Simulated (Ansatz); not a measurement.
A geometry of HfO2 away from equilibrium: step 2 of the relaxation of a relaxed HfO2 cell, doubled along one cell vector, shaken by Gaussian noise of σ = 0.08 Å a coordinate. Method: PBEsol (plane waves to 420 eV, PAW, scalar-relativistic; Ansatz, a quantum-chemistry and plane-wave program). Γ-centred k-mesh 6×6×2 on the run's cell (coarser than for final values), Fermi–Dirac smearing 0.05 eV.

```xyz
12
Lattice="4.1969 0.0101 0.0103 0.0101 4.1726 -0.0008 0.0287 -0.0022 11.7555" Properties=species:S:1:pos:R:3:forces:R:3 pbc="T T T" free_energy=-66893.978 pressure_GPa=0.8
Hf     0.0205    -0.1580     4.4569   -1.1897    1.5656   -0.8997
Hf    -0.1041     0.0875    10.3238    0.2046   -0.7406   -1.3276
Hf     0.0858    -0.1066     1.4545   -0.5273    0.4853    0.9982
Hf    -0.0222     0.0537     7.3254    0.4296   -0.1184    1.3111
O      3.2391     3.1999     0.0362    0.3298    0.1908    0.0044
O      3.2215     3.2178     5.9520   -0.0319    0.0232    0.2986
O      0.9790     0.8705    -0.0240   -0.0860    0.1636    0.1629
O      0.8961     0.9831     5.8194   -0.1916   -0.4965   -0.0578
O      3.2934     0.8262     2.9351    0.3535   -0.3205    0.1379
O      3.2691     0.9732     8.7876   -0.8471    0.7879   -0.1710
O      0.9112     3.2145     2.9889    1.7511   -1.7730   -0.7846
O      0.8821     3.3066     8.8590   -0.1962    0.2330    0.3279
```

Positions in Å, forces in eV/Å, free energy of the cell in eV (comparable only within this code, potentials and settings). Largest force: 2.61 eV/Å, on O11 (atoms numbered as listed); the geometry lies 0.83 eV/atom above the end of its relaxation.

No spin polarisation in the result.

The end of the path is a generated cell of HfO2: the first start was made by a random draw of sites in a space group, and the end was not matched to a known phase here, so it may be hypothetical. Known forms of HfO2 include space group No. 14, 29, 137, 225.
